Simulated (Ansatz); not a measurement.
# Relaxing a structure of BePd

The start is a generated cell, BePd placed in the AFLOW prototype AB_hR2_166_a_b (L1_1, as in CuPt). Cell shape, volume and atoms are optimised at zero target pressure with PBEsol (plane waves to 420 eV, PAW, scalar-relativistic; Ansatz, a program for electronic structure). First-step values are on the input's coarse k-mesh.

Ansatz input (later rounds restart from its end on a renewed k-mesh):
Ansatz 0.2 input:
```yaml
crystal:
  lattice:
    - [1.2777222, 0.7376933, 4.0767366]
    - [-1.2777222, 0.7376933, 4.0767366]
    - [0, -1.4753865, 4.0767366]
  atoms:
    - { symbol: Be, position: [0, 0, 0] }
    - { symbol: Pd, position: [0.5, 0.5, 0.5] }
basis: { ecutwfc: 420, ecutrho_ratio: 4, xc_grid: 2, fft_grid_basis: typed }
kpoints: { mp_grid: { grid: [15, 15, 15] } }
hamiltonian:
  xc: pbesol
  dispersion: none
  pseudopotentials: { kind: paw }
scf: { occupations: { method: fermi_dirac, width: 0.05 } }
relax: { f_tol: 0.01, max_steps: 100, cell: { stress_tol: 0.02 } }
output: { forces: true, stress: true }
```

Q: How large is the pressure on the unrelaxed cell, and of which sign?

A: +8.5 GPa (positive: the cell is compressed).

Q: How much energy is released per atom?

A: 0.22 eV/atom.

Q: Give the final cell and atomic positions.

A: 
Space group R-3m, hexagonal axes (No. 166); a = b = 2.7978 Å, c = 10.3399 Å, α = β = 90.00°, γ = 120.00°

```tsv
atom	site	symmetry	x	y	z
Be	3a	-3m	0.0000	0.0000	0.0000
Pd	3b	-3m	0.0000	0.0000	0.5000
```
(The calculation used a cell of 2 atoms; values per cell refer to that cell.)

The space group stays R-3m (No. 166) (the run could not lower it), with 2 atoms in the primitive cell. Final values are on a 20×20×20 k-mesh of the relaxed cell. No spin polarisation in the result.

The run could not lose the symmetry of its start, so the end can be a saddle point.

All atoms sit on sites fixed by symmetry, so only the cell could relax.

The relaxed structure here is a generated cell of BePd: the first start was made by placing the elements on the sites of a structure type, and the end was not matched to a known phase here, so it may be hypothetical.
